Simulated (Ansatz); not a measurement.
Zincblende alloy of ZnS and ZnSe (20 of 32 S sites exchanged), 64 atoms

Ansatz, PAW, plane waves. PBEsol relaxation of volume and atoms (shape held) at the single k point (¼, ¼, ¼) without its symmetry partners; single points on the relaxed atoms at the single k point (¼, ¼, ¼) without its symmetry partners, onto which points of the small cell's zone fold. Arrangement: random. No spin–orbit coupling unless named.

Relaxed structure:

```xyz
64
Lattice="11.0568 0.0000 0.0000 0.0000 11.0568 0.0000 0.0000 0.0000 11.0568" Properties=species:S:1:pos:R:3 pbc="T T T"
Zn    0.0634    0.0449    0.0541
Zn    0.0016    0.0130    5.5075
Zn    0.0586    5.4645    0.0585
Zn    0.0625    5.5802    5.5694
Zn    5.4743    0.0639    0.0640
Zn    5.5586   11.0010    5.4691
Zn    5.4169    5.5273    0.0057
Zn    5.5730    5.4646    5.4563
Zn    2.7737    2.7771    0.0055
Zn    2.7788    2.7649    5.5058
Zn    2.8227    8.2460    0.0624
Zn    2.7247    8.2294    5.5778
Zn    8.2847    2.7637    0.1147
Zn    8.2486    2.8199    5.4683
Zn    8.2980    8.2837    0.0017
Zn    8.2328    8.3389    5.4437
Zn    2.7663    0.0065    2.6519
Zn    2.8356    0.0487    8.3715
Zn    2.7877    5.5150    2.6544
Zn    2.7197    5.5643    8.3679
Zn    8.1822    0.0109    2.7470
Zn    8.2990    0.0064    8.3074
Zn    8.3080    5.4254    2.7458
Zn    8.2835    5.5199    8.3076
Zn    0.0164    2.7537    2.6565
Zn    0.0651    2.8361    8.3713
Zn    0.0647    8.2150    2.6914
Zn    0.0638    8.2485    8.2617
Zn    5.5569    2.8256    2.6912
Zn    5.4665    2.7060    8.3623
Zn    5.5112    8.3939    2.7498
Zn    5.4582    8.2179    8.3668
S     1.4203    1.4125    1.3493
S     1.4187    6.8711    1.3446
S     1.4060    6.8836    6.9446
S     6.8735    1.3985    1.3888
S     4.1319    4.1276    1.3481
S     4.1424    9.6872    1.3602
S     9.6938    4.1287    1.3751
S     4.1304    1.3977    9.7472
S     4.0952    6.8871    9.7132
S     1.4191    4.1581    9.7287
S     6.9033    4.1285    4.0833
S     6.8874    9.6861    4.0986
Se    1.3987    1.3913    6.9418
Se    6.8879    1.3866    6.8930
Se    6.8782    6.8886    1.3949
Se    6.8879    6.9087    6.8928
Se    4.1337    4.1635    6.9411
Se    4.1442    9.6584    6.9243
Se    9.6916    4.1490    6.9061
Se    9.6774    9.6873    1.3992
Se    9.6727    9.6496    6.8942
Se    4.1709    1.3817    4.0773
Se    4.1450    6.9052    4.1090
Se    9.6503    1.3969    4.0890
Se    9.6858    1.4118    9.7201
Se    9.6739    6.8899    4.1188
Se    9.7222    6.8742    9.6984
Se    1.3841    4.1575    4.0946
Se    1.4043    9.6566    4.1079
Se    1.4248    9.6548    9.7112
Se    6.8795    4.1292    9.7238
Se    6.8575    9.6878    9.7070
```

Q: What are the mean bond lengths by pair (pairs within 1.2 times the sum of covalent radii, less contacts 15 % beyond the pair's median; cation–cation pairs of compounds aside; long ionic contacts are cut short by that bound)?

A: S–Zn 2.336 ± 0.009 Å (standard deviation, 48 bonds); Se–Zn 2.430 ± 0.007 Å (standard deviation, 80 bonds).

Q: What gap lies between the top filled and the lowest empty level in the single points?

A: r²SCAN 3.20 eV (6.9 s on NVIDIA GB300). Away from Γ this isn't the crystal's band gap.
